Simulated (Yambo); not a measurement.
**How GW settings move the gap: RbCl**

G0W0@PBEsol for RbCl (rock salt, space group Fm-3m, No. 225) in Yambo. Reference settings: 4×4×4 Γ-centred k mesh, 159 bands and a 10 Ry block in the screening, 159 bands in G with the Bruneval-Gonze terminator, plasmon pole fitted at 27.2 eV. The PBEsol gap Γ → Γ on this mesh is 4.90 eV; G0W0 gaps are taken between the same points.

```csv
change from the reference,G0W0 gap Γ → Γ (eV),shift of the valence edge (eV),rough Yambo cost
reference settings,7.94,-2.33,1
"29 bands in W, 29 bands in G",7.81,-1.91,about 1/4
"119 bands in W, 119 bands in G",7.92,-2.29,within a factor of two
wavefunctions cut at 20 Ry,7.93,-2.32,within a factor of two
exchange cut at 20 Ry,7.94,-2.33,–
exchange cut at 5 Ry,7.58,-1.76,–
"29 bands in W, 29 bands in G, 6 Ry block",7.78,-1.88,about 1/7
"53 bands in W, 53 bands in G, 2 Ry block",7.50,-1.87,about 1/6
"53 bands in W, 53 bands in G, 8 Ry block",7.80,-2.08,about 1/4
"81 bands in W, 81 bands in G, 6 Ry block",7.80,-2.14,about 1/3
2 Ry block,7.47,-1.91,about 1/2
4 Ry block,7.64,-2.05,about 1/2
6 Ry block,7.83,-2.20,within a factor of two
"29 bands in W, 29 bands in G, 4 Ry block, no terminator",7.65,-1.62,about 1/9
"4 Ry block, no terminator",7.64,-2.04,within a factor of two
```

The reference isn't shown to be the converged limit. Costs are rough (shared machines), scaled to the same edge states, and given only for runs that recompute the screening.

Geometry relaxed with PBEsol; primitive cell a = b = c = 4.6251 Å, α = β = γ = 60.00°.

A shift is the quasiparticle energy of the state minus its PBEsol energy.
